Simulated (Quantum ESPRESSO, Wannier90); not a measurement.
**RbCdF3 (cubic perovskite): Wannier90 run**

```
begin unit_cell_cart
ang
    4.4249800000    0.0000000000    0.0000000000
    0.0000000000    4.4249800000    0.0000000000
    0.0000000000    0.0000000000    4.4249800000
end unit_cell_cart
begin atoms_frac
Rb   0.0000000000  0.0000000000  0.0000000000
Cd   0.5000000000  0.5000000000  0.5000000000
F    0.0000000000  0.5000000000  0.5000000000
F    0.5000000000  0.0000000000  0.5000000000
F    0.5000000000  0.5000000000  0.0000000000
end atoms_frac
```

Cell from Materials Project (mp-6951), symmetrised, no further relaxation. Not found in the COD (Crystallography Open Database) copy used; not checked further. Computed values, not measurements, from PBEsol: Quantum ESPRESSO (norm-conserving PseudoDojo potentials, cutoff 82 Ry, no spin polarisation, no spin-orbit coupling) on a Γ-centred 6×6×6 mesh, then Wannier90. Density: 8×8×8 mesh, cold smearing 0.01 Ry.

Bands 12-25 form an isolated set from -6.34 to 0.00 eV relative to the valence-band maximum (on the path) and are turned into 14 Wannier functions by minimising the spread from the start: atomic waves Cd 4d, F 2p.

Centres (Cartesian, Å; one of the equivalent choices) and spreads:

| n | x | y | z | spread (Å²) | nearest atom |
|---|---|---|---|---|---|
| 1 | 2.212 | 2.212 | 2.212 | 0.587 | Cd2 |
| 2 | 2.212 | 2.212 | 2.212 | 0.629 | Cd2 |
| 3 | 2.212 | 2.212 | 2.212 | 0.629 | Cd2 |
| 4 | 2.212 | 2.212 | 2.212 | 0.587 | Cd2 |
| 5 | 2.212 | 2.212 | 2.212 | 0.629 | Cd2 |
| 6 | 0.000 | 2.212 | 2.212 | 0.744 | F3 |
| 7 | 0.000 | 2.212 | 2.212 | 0.794 | F3 |
| 8 | 0.000 | 2.212 | 2.212 | 0.744 | F3 |
| 9 | 2.212 | 0.000 | 2.212 | 0.744 | F4 |
| 10 | 2.212 | 0.000 | 2.212 | 0.744 | F4 |
| 11 | 2.212 | 0.000 | 2.212 | 0.794 | F4 |
| 12 | 2.212 | 2.212 | 0.000 | 0.794 | F5 |
| 13 | 2.212 | 2.212 | 0.000 | 0.744 | F5 |
| 14 | 2.212 | 2.212 | 0.000 | 0.744 | F5 |

Ω_I = 9.80 Å², Ω_total = 9.91 Å²; the interpolated bands follow pw.x to 0.1 meV rms on the path. Only this start was tried; a symmetric start can stop on a saddle, and mixtures of these functions could lower the total by at most Ω_total − Ω_I.
